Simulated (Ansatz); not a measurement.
Ti₃Se₄:
```
Ti3Se4
1.0
    9.88894     0.00000     0.00000
   -4.94447     8.56408     0.00000
    0.00000     0.00000     3.58309
Ti Se
6 8
Cartesian
  1.87278   5.50359   2.68731
  3.07169   3.06049   0.89577
  6.05909   4.37367   0.89577
 -1.11461   4.19040   2.68731
 -0.75817   7.43416   2.68731
  5.70264   1.12992   0.89577
  1.70096   8.14793   2.68731
  3.24352   0.41614   0.89577
  3.68310   5.54704   0.89577
  1.26137   3.01704   2.68731
 -2.96232   5.96318   2.68731
  7.90679   2.60089   0.89577
  0.00000   5.70938   0.89577
  4.94447   2.85469   2.68731
```

Relaxed with r²SCAN. Special points in fractions of this cell's reciprocal vectors: Γ (0.000, 0.000, 0.000); M (0.500, 0.000, 0.000); K (0.333, 0.333, 0.000); A (0.000, 0.000, 0.500); L (0.500, 0.000, 0.500); H (0.333, 0.333, 0.500).

List the band energies nearest the Fermi level at these points for plane-wave PAW r²SCAN (Ansatz code).

In eV from the Fermi level; about four levels below and three above (degenerate sets whole), none deeper than 8.9 eV; points with the same levels are listed once.

```tsv
k	below	above
Γ	-0.15 -0.15 -0.11 -0.11	0.20 0.20 0.45
M	-1.24 -1.06 -0.32 -0.23	0.23 0.49 0.51
K	-2.01 -2.01 -1.18 -1.18 -0.48	0.25 0.25 0.33
A	-0.65 -0.65 -0.65 -0.65	0.33 0.33 1.23 1.23 1.24 1.24 1.24 1.24
L	-0.61 -0.61 -0.58 -0.58	0.34 0.34 1.11 1.11
H	-0.62 -0.62 -0.56 -0.56	0.35 0.35 1.17 1.17 1.17 1.17
```

Space group P6_3/m. The first step of the workflow began from a Materials Project structure, measured or hypothetical; the Crystallography Open Database copy checked does not list it. Its standing as an ambient phase is unchecked. The cell was relaxed with r²SCAN under the symmetry of its start; its stability against distortions is not shown here. No spin polarisation was allowed. Scalar-relativistic: spin–orbit coupling is off unless named, which matters more the heavier the elements.

Potentials: the earlier of the program's two PAW sets.
